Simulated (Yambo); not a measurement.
BSE-type run in Yambo on BN (space group P6_3/mmc, No. 194), at zero momentum.

Quantum ESPRESSO step (PBEsol, PseudoDojo standard norm-conserving files, scalar-relativistic):
```
&CONTROL
  calculation = 'nscf'
  pseudo_dir = './pseudo'
  outdir = './out'
/
&SYSTEM
  ibrav = 0
  nat = 4
  ntyp = 2
  ecutwfc = 84.0
  ecutrho = 336.0
  occupations = 'fixed'
  force_symmorphic = .true.
  nbnd = 27
/
&ELECTRONS
  conv_thr = 4e-09
  diago_full_acc = .true.
  diago_thr_init = 1e-08
/
ATOMIC_SPECIES
B 10.8100 B.upf
N 14.0070 N.upf
CELL_PARAMETERS angstrom
  2.505356740084   0.000000000000   0.000000000000
 -1.252678370042   2.169702582456   0.000000000000
  0.000000000000   0.000000000000   6.610266186000
ATOMIC_POSITIONS crystal
B   0.333333333000   0.666666667000   0.250000000000
B   0.666666666333   0.333333333667   0.750000000000
N   0.333333333000   0.666666667000   0.750000000000
N   0.666666666333   0.333333333667   0.250000000000
K_POINTS automatic
12 12 4 0 0 0
```

Yambo input:
```
rim_cut
optics
bse
bss
dipoles
RandQpts= 1000000
RandGvec= 1 Ry
FFTGvecs= 40 Ry
BSKmod= "HF"
BSEmod= "resonant"
BSSmod= "hs"
BSENGexx= 15 Ry
BSENGBlk= 4 Ry
% KfnQP_E
 8.694 | 1.0 | 1.0 |
%
% BSEQptR
 1 | 1 |
%
% BSEBands
 4 | 10 |
%
% BEnRange
 0.0 | 19.4 | eV
%
% BDmRange
 0.15 | 0.15 | eV
%
BEnSteps= 388
% BLongDir
 1.0 | 0.0 | 0.0 |
%
BSHayTrs= -0.02
BSSNEig= 24
WRbsWF
```

From the report:

The dimension is k points × valence × conduction bands = 576 × 5 × 2 = 5760.
```
  [SLEPC] Approach                          : Krylov-Schur
  [SLEPC] Number of requested eigenvalues   :  24
  [SLEPC] Number of eigenvalues        [NEV]:  24
   [K] Dimension                                    :   5760
   [K] Bands                                        :   4  10
   [K] Exchange res                                 : yes
   [K] Correlation res                              : yes
   [K] W interaction is bare                        : yes
   [K] RL vectors exchange                          :  237
   [K] RL vectors correlation                       :   39
   [W] Matrix size                                  :   39
```
Lowest eigenvalues (eV; in brackets the number of states within 2 meV): 8.45 (2), 8.51 (2), 9.87 (1), 10.25 (1), 10.64 (1), 10.73 (2). They depend on the mesh, which isn't converged, and on the G0W0 scissor.

Geometry relaxed with PBE+D3(BJ).
